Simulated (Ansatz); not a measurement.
## Co$_{3}$Si (P6_3/mmc): electronic heat capacity and spin susceptibility from the density of states

The calculation used Ansatz, DFT PBEsol, scalar-relativistic, plane waves, PAW.

Plane waves to 420 eV, a k mesh through Γ of 12×12×10 on the computed 8-atom cell and Gaussian smearing (0.10 eV); no spin polarisation.

Relaxed cell: P6_3/mmc, a = 4.889 Å, b = 4.889 Å, c = 3.904 Å, α = 90.00°, β = 90.00°, γ = 120.00°, 8 atoms in the primitive cell. Whether it is the stable form of this composition wasn't checked.

The density of states at the Fermi level is 11.459 states/eV in the cell of 8 atoms (2 formula units; both spins, tetrahedra on a 18×18×15 mesh). Averaged over bins of 0.1 eV the density runs from 5.4 to 10.5 states/eV within 0.2 eV of the Fermi level, so the figure hangs on the exact place of that level.

Task: What Sommerfeld coefficient and Pauli susceptibility does this give?

Result: Per formula unit N(E_F) = 5.730 states/eV. γ = (π²/3) k_B² N(E_F) N_A = 2.357 mJ/(mol K²) per state/eV, so γ = 13.5 mJ/(mol K²), a mole of formula units. χ_P = μ_B² N(E_F) N_A = 3.23×10⁻⁵ emu/mol per state/eV gives 18.5×10⁻⁵ emu/mol. This is the bare band result: a measured γ of the same phase is as a rule larger by a factor 1 + λ from phonons and spin fluctuations, the spin part of χ is larger by the Stoner factor, and a measured χ also holds orbital and core terms. N(E_F) at one energy is sensitive to the mesh where the density of states has sharp peaks.

A ferromagnetic start lost its moments in a first run, so spin was left out; other magnetic orders weren't tried.

Cost: 1 run of about 4 core-minutes, on Arm Neoverse V1 (shared hosts).